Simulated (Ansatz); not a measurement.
The cell below belongs to a search over invented structures; it isn't taken from experiment.

Input and command of a plane-wave DFT calculation in Ansatz:

```yaml
crystal:
  lattice:
    - [7.9, 0.0, 0.0]
    - [-3.95, 6.84160069, 0.0]
    - [0.0, 0.0, 6.07]
  atoms:
    - { symbol: Sc, position: [0.5, 0.5, 0.0] }
    - { symbol: Sc, position: [0.5, 0.5, 0.5] }
    - { symbol: Sc, position: [0.0, 0.5, 0.0] }
    - { symbol: Sc, position: [0.5, 0.0, 0.0] }
    - { symbol: Sc, position: [0.0, 0.0, 0.5] }
    - { symbol: Sc, position: [0.0, 0.0, 0.0] }
    - { symbol: Sc, position: [0.5, 0.0, 0.5] }
    - { symbol: Sc, position: [0.0, 0.5, 0.5] }
    - { symbol: B, position: [0.33333333, 0.66666667, 0.75] }
    - { symbol: B, position: [0.66666667, 0.33333333, 0.25] }
    - { symbol: Sb, position: [0.6666668, 0.8333334, 0.25] }
    - { symbol: Sb, position: [0.1666666, 0.8333334, 0.25] }
    - { symbol: Sb, position: [0.8333334, 0.1666666, 0.75] }
    - { symbol: Sb, position: [0.3333332, 0.1666666, 0.75] }
    - { symbol: Sb, position: [0.1666666, 0.3333332, 0.25] }
    - { symbol: Sb, position: [0.8333334, 0.6666668, 0.75] }
basis:
  ecutwfc: 420
kpoints:
  mp_grid: { grid: [3, 3, 3] }
hamiltonian:
  xc: pbe
scf:
  occupations: { method: gaussian, width: 0.2 }
  lower_state_search: "off"
output:
  forces: true
  stress: true
  eigenvalues: true
relax:
  adjacent_minimum: "off"
  f_tol: 0.08
  max_steps: 16
  cell: { stress_tol: 0.8 }
```

```bash
ansatz run input.yaml --threads 1 --pin off --max-ram 2560MiB --backend cpu --events-out ev --progress --plain --runs-dir out
```

Processor: Intel(R) Xeon(R) Platinum 8488C (Sapphire Rapids), 1 thread, on a host shared with other jobs.

Task: How long does it run, and how much memory does it take?

Result: About 87 s, peak memory 0.82 GiB. It solves 111 bands at 6 k points (after reduction by symmetry) with about 7457 plane waves (on the last cell), in 41 SCF iterations over 7 ionic steps.
